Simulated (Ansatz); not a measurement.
Data:

NiAs2O6:
```
NiAs2O6
1.0
    4.77289     0.00000     0.00000
   -2.38644     4.13344     0.00000
    0.00000     0.00000     4.42782
Ni As O
1 2 6
Direct
  0.00000   0.00000   0.00000
  0.33333   0.66667   0.50000
  0.66667   0.33333   0.50000
  0.36128   0.36128   0.72729
  0.63872   0.63872   0.27271
  0.63872   0.00000   0.72729
  0.36128   0.00000   0.27271
  0.00000   0.63872   0.72729
  0.00000   0.36128   0.27271
```
The run is spin-polarised; directions of the spins, atom by atom: ↑ 0 0 0 0 0 0 0 0.

This is the r²SCAN-relaxed structure.

Problem. All from r²SCAN in the plane-wave PAW code Ansatz, unless another level is named. Estimate the band gap.

Solution. 2.69 eV (smallest direct gap 2.72 eV).

Problem. What about the conduction-band minimum?

Solution. at L (3 equivalent valleys).

Problem. Next, the valence-band maximum?

Solution. on the H–K line, 12 % of the way from H.

Space group P-31m. The workflow started from a Materials Project entry (that database holds measured and hypothetical structures alike); the Crystallography Open Database copy checked does not list it. Whether it is the stable phase at ambient conditions was not checked. Symmetry was held in the r²SCAN relaxation; whether a distortion lowers the energy is not shown. The final state is ferromagnetic, chosen from 4 collinear starts compared on coarse meshes (ties went to the first, and starts can fall back to one state), not a proven ground state. Other orbital occupations within this spin state were not tried. No Hubbard U is applied. Scalar-relativistic: spin–orbit coupling is off unless named, which matters more the heavier the elements.

Potentials: the later of the program's two PAW sets.
